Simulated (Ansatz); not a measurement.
A trial structure of Si₂N was built thus: random cell by space group and Wyckoff sites (P2, No. 3). Its size is a rough estimate.

```cif
data_structure
_symmetry_space_group_name_H-M 'P2'
_symmetry_Int_Tables_number 3
_cell_length_a 4.1703
_cell_length_b 2.2854
_cell_length_c 4.4217
_cell_angle_alpha 90.000
_cell_angle_beta 102.247
_cell_angle_gamma 90.000
_cell_volume 41.18
loop_
_atom_site_label
_atom_site_type_symbol
_atom_site_symmetry_multiplicity
_atom_site_Wyckoff_symbol
_atom_site_fract_x
_atom_site_fract_y
_atom_site_fract_z
_atom_site_occupancy
Si1 Si 1 c 0.50000 0.46396 0.00000 1
Si2 Si 1 a 0.00000 0.94091 0.00000 1
N1 N 1 b 0.00000 0.66059 0.50000 1
```

Method: DFT PBE, scalar-relativistic, plane waves, PAW in Ansatz. Cutoff 420 eV, Gaussian smearing, Γ-centred meshes. Cell and atoms relax first on a coarse mesh and then on a finer one. In between, the cell is made exact in the group found at 0.06 Å. In metals the finer mesh still leaves noise of several meV/atom or more. The steps can't lower the symmetry of their start. No spin polarisation in the relaxation; trial moments died out in a coarse test.

A guess keeps its type if space group and coordination stay and the shape of the cell changes little (axis ratios within about 15 %, angles within 6°); the volume may change.

**Question.** Does this structure survive the relaxation?

**Answer.** It doesn't keep its type. The symmetry goes from P2 (No. 3) to P-4m2 (No. 115). The volume per atom shrinks by 1.6 %, from 13.7 to 13.5 Å³. The shortest distance goes from 2.29 Å (N–N and Si–Si) to 1.86 Å (Si–N). Counting neighbours within 15 % of an atom's shortest distance, the start has N 4, Si 6/8 and the end N 4, Si 2. In detail, at the end Si has 2 N at 1.86 Å; around N lie 4 Si at 1.86 Å.

```cif
data_structure
_symmetry_space_group_name_H-M 'P-4m2'
_symmetry_Int_Tables_number 115
_cell_length_a 2.7350
_cell_length_b 2.7350
_cell_length_c 5.4172
_cell_angle_alpha 90.000
_cell_angle_beta 90.000
_cell_angle_gamma 90.000
_cell_volume 40.52
loop_
_atom_site_label
_atom_site_type_symbol
_atom_site_symmetry_multiplicity
_atom_site_Wyckoff_symbol
_atom_site_fract_x
_atom_site_fract_y
_atom_site_fract_z
_atom_site_occupancy
Si1 Si 2 g 0.50000 0.00000 0.23237 1
N1 N 1 a 0.00000 0.00000 0.00000 1
```

The last run used a 16×16×10 mesh (in the run's order of axes) for its 3-atom cell and Gaussian smearing of 0.10 eV. Weakly bound directions are ill-defined at this level, which has no dispersion term. An odd number of electrons in the primitive cell allows no gap without spin; a larger cell or a magnetic state could open one. A later test with randomly moved atoms ended 17 meV/atom lower on a coarse mesh, in C2 at a loose tolerance, which is no clear verdict on its stability.

In counts of neighbours, a slash parts the counts of unlike sites.
